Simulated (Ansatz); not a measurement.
CaI$_{2}$:
```xyz
3
Lattice="4.4922 0.0000 0.0000 -2.2461 3.8904 0.0000 0.0000 0.0000 33.0000" Properties=species:S:1:pos:R:3 pbc="T T F"
I      2.2461     1.2968    18.2690
Ca     0.0000     0.0000    16.5000
I      0.0000     2.5936    14.7310
```
Free-standing layer in the xy plane with vacuum along z and no interaction between images.

In-plane strain on the r²SCAN+D4-relaxed layer, atoms relaxed; the program Ansatz at the r²SCAN+D4 level (PAW). Band edges on the k-mesh, from the upper vacuum level. Strained cells keep their symmetry and size, so buckling under compression is not allowed; words on stability below refer to the unstrained layer.

```csv
strain x / y (%),ΔE (meV/atom),tension xx (N/m),tension yy (N/m),thickness (Å),VBM (eV),CBM (eV)
-4 / -4,16.3,-1.22,-1.22,3.70,-6.81,-2.80
-2 / -2,?,?,?,?,?,?
-1 / 0,0.4,-0.21,-0.04,3.56,-7.00,-2.69
0 / 0,0.0,0.00,0.00,3.54,-7.04,-2.67
1 / 0,0.4,0.20,0.04,3.52,-7.05,-2.66
2 / 2,3.5,0.47,0.47,3.46,-7.13,-2.62
4 / 4,?,?,?,?,?,?
```

**Question.** Fill in the missing entries.

**Answer.** 
- 4 / 4, ΔE (meV/atom): 13.6
- 4 / 4, tension xx (N/m): 0.86
- 4 / 4, tension yy (N/m): 0.86
- 4 / 4, thickness (Å): 3.37
- 4 / 4, VBM (eV): -7.16
- 4 / 4, CBM (eV): -2.57
- -2 / -2, ΔE (meV/atom): 3.9
- -2 / -2, tension xx (N/m): -0.55
- -2 / -2, tension yy (N/m): -0.55
- -2 / -2, thickness (Å): 3.62
- -2 / -2, VBM (eV): -6.94
- -2 / -2, CBM (eV): -2.73

Space group P-3m1 (1T). The layer was cut from a bulk entry of the Materials Project (measured or hypothetical); whether that bulk phase is the ambient one, and whether the layer has been isolated, was not checked. The cell was relaxed with r²SCAN+D4 under the symmetry of its start; its stability against distortions is not shown here. Spin–orbit coupling is left out wherever it is not named.

Potentials: the later of the program's two PAW sets.

Edges and masses are those of Kohn–Sham bands, whose gap is no quasiparticle gap.
